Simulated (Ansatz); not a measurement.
NbP:
```
CELL_PARAMETERS angstrom
     -1.67351     1.67351     5.71374
      1.67351    -1.67351     5.71374
      1.67351     1.67351    -5.71374
ATOMIC_POSITIONS crystal
  Nb 0.00004 0.00004 0.00000
  Nb 0.75004 0.25004 0.50000
  P  0.58259 0.58259 0.00000
  P  0.33259 0.83259 0.50000
```

Relaxed with PBE. Special points in fractions of this cell's reciprocal vectors: Γ (0.000, 0.000, 0.000); X (0.000, 0.000, 0.500); P (0.250, 0.250, 0.250); N (0.000, 0.500, 0.000); M (0.500, 0.500, -0.500); S (0.271, 0.729, -0.271); S0 (-0.271, 0.271, 0.271); R (-0.043, 0.043, 0.500); G (0.500, 0.500, -0.043).

Q: List the band energies nearest the Fermi level at these points for PBE (plane waves, PAW; program Ansatz).

A: In eV from the Fermi level; about four levels below and three above (degenerate sets whole), none deeper than 8.9 eV; points with the same levels are listed once.

```csv
k,below,above
Γ,-2.14 -1.71 -1.37 -1.37,0.81 1.59 2.68
X,-2.85 -2.85 -0.44 -0.44,2.96 2.96 3.07 3.07
P,-2.89 -2.89 -0.42 -0.42,2.98 2.98 3.05 3.05
N,-2.34 -1.86 -1.51 -0.11,0.06 1.31 2.46
M,-2.68 -2.68 -0.54 -0.54,1.18 1.18 2.32 2.32
S,-2.32 -2.20 -1.46 -0.16,0.14 1.64 2.40
R,-2.82 -2.82 -0.48 -0.48,2.76 2.76 3.14 3.14
```

Space group I4_1md. Symmetry was held in the PBE relaxation. The run is not spin-polarised. A small band overlap can be real or an error of a semilocal functional. The Fermi level of a semimetal is unsure by some 0.05 eV on such meshes. Scalar-relativistic: spin–orbit coupling is off unless named, which matters more the heavier the elements.

Potentials: the earlier of the program's two PAW sets.
